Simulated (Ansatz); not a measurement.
## Zn (P6_3/mmc), one atom moved over a plane

Theory: Ansatz 0.2.0, DFT PBEsol, scalar-relativistic, plane waves, PAW. Settings: plane waves to 420 eV, k-mesh 24×24×10 (Γ-centred), Gaussian smearing 0.15 eV. No spin polarisation. Energies are free energies at this smearing, counted from the undisturbed cell; pressure is positive in compression.

The undisturbed cell (as given, not relaxed at this level; it stands at -5.4 GPa):

```
CELL_PARAMETERS angstrom
2.66480 0.00000 0.00000
-1.33240 2.30778 0.00000
0.00000 0.00000 4.94670
ATOMIC_POSITIONS crystal
Zn 0.33333 0.66667 0.25000
Zn 0.66667 0.33333 0.75000
```

Atom 1 (Zn) is moved by p along (1.000, 0.000, 0.000) and q along (0.000, 1.000, 0.000) (Å), all else fixed. Points are written (p, q).

Energy above the undisturbed cell in eV/cell (a dash: not computed):

| p \ q | -0.200 | -0.100 | 0.000 | 0.100 | 0.200 |
| --- | --- | --- | --- | --- | --- |
| -0.200 | 0.02 | 0.01 | 0.01 | 0.01 | 0.02 |
| -0.100 | 0.01 | 0.01 | 0.00 | 0.00 | 0.01 |
| 0.000 | 0.01 | 0.00 | 0.00 | 0.00 | 0.01 |
| 0.100 | 0.01 | 0.01 | 0.00 | 0.00 | 0.01 |
| 0.200 | 0.02 | 0.01 | 0.01 | 0.01 | 0.02 |

Pressure in GPa:

```csv
p \ q,-0.200,-0.100,0.000,0.100,0.200
-0.200,-4.9,-5.1,-5.2,-5.1,-5.0
-0.100,-5.1,-5.3,-5.3,-5.3,-5.1
0.000,-5.2,-5.3,-5.4,-5.3,-5.1
0.100,-5.1,-5.3,-5.3,-5.3,-5.1
0.200,-4.9,-5.1,-5.2,-5.1,-5.0
```